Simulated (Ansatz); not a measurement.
# Bands of Y

```
CELL_PARAMETERS angstrom
3.65150 0.00000 0.00000
-1.82575 3.16229 0.00000
0.00000 0.00000 5.74740
ATOMIC_POSITIONS crystal
Y 0.33333 0.66667 0.25000
Y 0.66667 0.33333 0.75000
```

Atom numbers follow the list: Y1, Y2.

The conventional cell has a = 3.651 Å, b = 3.651 Å, c = 5.747 Å, α = 90.00°, β = 90.00°, γ = 120.00°. Y (atom 1) is surrounded by 12 Y at 3.56 to 3.65 Å.

The geometry is COD entry 1539818, unchecked; take it as a test cell.

These are results of DFT, LDA, all-electron LAPW, scalar-relativistic (Ansatz 0.2.0), not measurements.

Numerical set-up: a Γ-centred 12×12×7 k mesh, Fermi–Dirac smearing of 0.08 eV, basis error target 0.25 meV/atom, no spin polarisation.

Points in fractions of the reciprocal vectors of this cell: Γ (0, 0, 0), M (0.5, 0, 0), K (0.333, 0.333, 0), A (0, 0, 0.5), L (0.5, 0, 0.5), H (0.333, 0.333, 0.5). The path joins them by straight lines in the order Γ–M–K–Γ–A–L–H–A–L; legs that retrace an earlier one aren't tabulated. Energies are in eV from the Fermi level.

(1) Is there a gap?

(2) List the levels between -20 and 1.5 eV at the symmetry points.

Answers

(1) none: bands cross the Fermi level, a metal.

(2) 
Γ: -4.64, -1.86, 0.90
M: -1.67, -1.18, -0.81, -0.07, 1.35, 1.42
K: -0.69, -0.65 (×2), -0.42, 1.03 (×2)
A: -3.23 (×2), 0.91 (×2)
L: -1.64 (×2), 0.05 (×2), 1.38 (×2)
H: -0.40 (×2), -0.36 (×2), 0.42 (×2)
